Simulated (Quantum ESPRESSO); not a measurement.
# Al4Mo2RhRe: one composition in several site orders

Computed values, not a measurement. The program is pw.x of Quantum ESPRESSO 7.5 (plane-wave density functional theory). The cell is made up: eight metal atoms on a hexagonal close-packed lattice, with elements, volume, strain and displacements drawn at random and not relaxed, so it may be unstable or far from any real phase. PseudoDojo standard norm-conserving files set the functional (PBE unless stated); there is no spin polarisation or spin-orbit coupling, the Fermi-Dirac width of 0.25 eV means electrons at about 2900 K, and the masses in the input are unused placeholders. Heavy elements are run without spin-orbit coupling, which real alloys of them have. A spin test at this wide smearing found no moment, but such smearing suppresses magnetism that the real alloy may have.

The runs put one composition on the sites in different orders. Cell, positions, cutoff, mesh and smearing stay as in the input of run 1; sites are counted in its order. Stress in the tables is positive in tension.

Input of run 1:

```
&control calculation='scf', pseudo_dir='./dojo.nc.sr.pbe.v0_5.standard.upf', outdir='./o', disk_io='minimal', tprnfor=.true., tstress=.true. /
&system ibrav=0, nat=8, ntyp=4, nbnd=49, ecutwfc=87.97787729, nosym=.true., tot_charge=0,
 occupations='smearing', smearing='fd', degauss=0.0183746611
/
&electrons conv_thr=1.470e-08, electron_maxstep=70, mixing_beta=0.5 /
ATOMIC_SPECIES
Al 1.0 Al.upf
Mo 1.0 Mo.upf
Re 1.0 Re.upf
Rh 1.0 Rh.upf
CELL_PARAMETERS angstrom
2.8629 0.0451 0.0079
1.3794 -2.4675 -4.6555
1.5355 7.5635 -4.6929
ATOMIC_POSITIONS angstrom
Al -0.1235 0.0297 -0.0051
Al 1.505 2.5488 -4.6996
Al 1.2114 -0.8484 -2.3501
Mo 3.0061 1.7306 -6.9829
Al 3.005 5.1245 -4.6529
Rh 2.8598 0.0694 -4.6068
Mo 2.8886 1.7867 -2.3555
Re 4.3033 4.3502 -7.0468
K_POINTS automatic
8 5 3 1 1 1
```

```
run  elements on sites 1 to 8  free energy less that of run 1 (eV)  -TS (eV)  pressure (GPa)  stress xx (GPa)  stress yy (GPa)  stress zz (GPa)  stress yz (GPa)  stress xz (GPa)  stress xy (GPa)  iterations
  1   Al Al Al Mo Al Rh Mo Re                                0.000    -1.315          -14.71            11.88            15.49            16.75            -1.35            -0.01             0.15          16
  2   Al Mo Rh Al Re Al Al Mo                                0.102    -1.295          -14.45            10.66            15.18            17.52             2.01             0.07             0.22          16
  3   Al Rh Mo Re Al Al Al Mo                                0.071    -1.252          -14.33            11.20            15.60            16.20            -2.55            -0.12             2.10          17
  4   Al Mo Re Rh Mo Al Al Al                                0.269    -1.367          -14.76            12.71            17.75            13.84            -1.93            -0.80             1.06          18
  5   Al Mo Mo Al Al Al Rh Re                               -0.034    -1.364          -14.50            10.90            14.78            17.83             0.42            -0.24             2.21          17
  6   Al Rh Al Al Re Mo Mo Al                                0.448    -1.302          -14.78            12.48            13.83            18.03            -0.35            -0.58             1.73          17
```

Forces Fx Fy Fz (eV/Å):

| site | run 1 | run 2 | run 3 | run 4 | run 5 | run 6 |
| --- | --- | --- | --- | --- | --- | --- |
| 1 | 0.11 1.03 0.27 | 0.24 -0.92 -0.53 | 0.18 -0.23 -0.19 | 0.17 -0.61 -0.41 | 0.16 -0.01 -0.24 | 0.19 -0.46 -0.54 |
| 2 | 0.03 -0.56 -0.06 | -0.06 0.63 0.28 | 0.11 0.10 -0.10 | -0.26 0.42 -0.11 | -0.03 0.85 0.02 | -0.05 0.25 -0.27 |
| 3 | 0.34 0.41 -0.57 | 0.29 0.59 -0.28 | 0.32 0.73 0.19 | 0.37 0.05 0.35 | 0.41 0.13 0.51 | 0.55 0.72 0.31 |
| 4 | -0.05 0.17 -0.36 | -0.30 0.86 -0.48 | -0.48 0.32 0.42 | -0.17 -0.14 0.20 | -0.23 -0.04 -0.04 | -0.32 0.12 -0.21 |
| 5 | -0.15 -0.37 -0.10 | -0.26 0.06 0.03 | -0.17 -1.17 0.24 | -0.07 -0.24 -0.09 | -0.21 -0.49 -0.40 | -0.38 0.62 -0.14 |
| 6 | -0.14 0.04 -0.04 | -0.08 0.38 0.64 | -0.30 1.34 -0.31 | -0.18 0.72 0.17 | -0.22 0.51 -0.43 | -0.25 0.22 0.01 |
| 7 | -0.13 -0.33 0.69 | 0.21 -0.91 -0.27 | 0.06 0.44 -0.67 | 0.06 0.35 -0.50 | -0.05 -0.11 0.49 | 0.20 -0.69 -0.14 |
| 8 | -0.01 -0.39 0.17 | -0.04 -0.69 0.61 | 0.27 -1.53 0.42 | 0.07 -0.55 0.39 | 0.19 -0.84 0.08 | 0.05 -0.79 0.99 |

The sites are displaced and not relaxed, so the energy differences mix bonding between neighbours with strain and are not ordering energies. A rerun of one cell of this series at a higher cutoff and on a denser mesh moved values by no more than 0.004 eV in energy, 0.02 GPa in stress and 0.004 eV/Å in force, and a second program with other atomic files agreed on that cell to 2 % rms in force and 0.5 GPa in pressure.